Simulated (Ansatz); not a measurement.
Polymorphs of CeO2, each relaxed with r²SCAN (plane waves, PAW; program Ansatz):

A: rutile (P4_2/mnm)
a = 5.108 Å, b = 5.108 Å, c = 3.623 Å, α = 90.00°, β = 90.00°, γ = 90.00°

| atom | site | symmetry | x | y | z |
|---|---|---|---|---|---|
| Ce | 2a | m.mm | 0.0000 | 0.0000 | 0.0000 |
| O | 4f | m.2m | 0.3122 | 0.3122 | 0.0000 |

B: fluorite (Fm-3m)
a = 5.4373 Å, b = 5.4373 Å, c = 5.4373 Å, α = 90.00°, β = 90.00°, γ = 90.00°

| atom | site | symmetry | x | y | z |
|---|---|---|---|---|---|
| Ce | 4a | m-3m | 0.0000 | 0.0000 | 0.0000 |
| O | 8c | -43m | 0.2500 | 0.2500 | 0.2500 |

Task: Rank these by energy per atom at 0 K (lowest first), as r²SCAN gives it.

Result: B (+0 meV/atom), A (+167 meV/atom)

Task: Give each one's gap.

Result: A 2.34 eV; B 2.20 eV.

Caveat: open 4f shells can settle in a state that is not the lowest. Not the usual ambient phase: A. Began spin-polarised and lost the moments: B. All cells were relaxed under the symmetry of their starts (and spin orders); stability against distortions was not tested throughout. Rows with no word on spin ran without spin polarisation. No Hubbard U is applied. Spin–orbit coupling is left out wherever it is not named.

Energies hold the estimated change up to a 700 eV cutoff; steps of a few meV lie near the error of the meshes.

Potentials: the later of the program's two PAW sets.
